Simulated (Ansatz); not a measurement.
SiSnGeC in space group R3m (No. 160; C on 3a, Si on 3a, Ge on 3a, Sn on 3a) under volume change, DFT-r²SCAN in the program Ansatz with PAW potentials, shape and atoms relaxed at each volume.

| V (Å³/atom) | E − E(relaxed) (meV/atom) | P (GPa) |
|---|---|---|
| 16.843 | [?] | [?] |
| 17.399 | [?] | [?] |
| 17.954 | 5.5 | 3.26 |
| 18.509 | 0.0 | 0.00 |
| 19.065 | 4.9 | -2.74 |
| 19.620 | 18.5 | -5.04 |
| 20.175 | 39.3 | -6.96 |

### Question
Complete the blanks.

### Answer

- 17.399, E − E(relaxed) (meV/atom): 23.2
- 17.399, P (GPa): 7.11
- 16.843, E − E(relaxed) (meV/atom): 55.5
- 16.843, P (GPa): 11.65

### Question
What does a third-order Birch–Murnaghan fit give for V₀, B₀ and B′?

### Answer
V₀ = 18.51 Å³/atom, B₀ = 99.0 GPa, B′ = 4.7.

The start of the workflow was typed in or built on a structure type; neither database checked (COD, Materials Project) lists it. Its standing as an ambient phase is unchecked. The r²SCAN relaxation kept the symmetry of its start; whether a distortion lowers the energy is not shown. The volume moved by 22 % from the start of the relaxation. Its formation energy is positive at this level, so the cell may be metastable or incomplete. Spin–orbit coupling is left out wherever it is not named.

Potentials: the earlier of the program's two PAW sets.
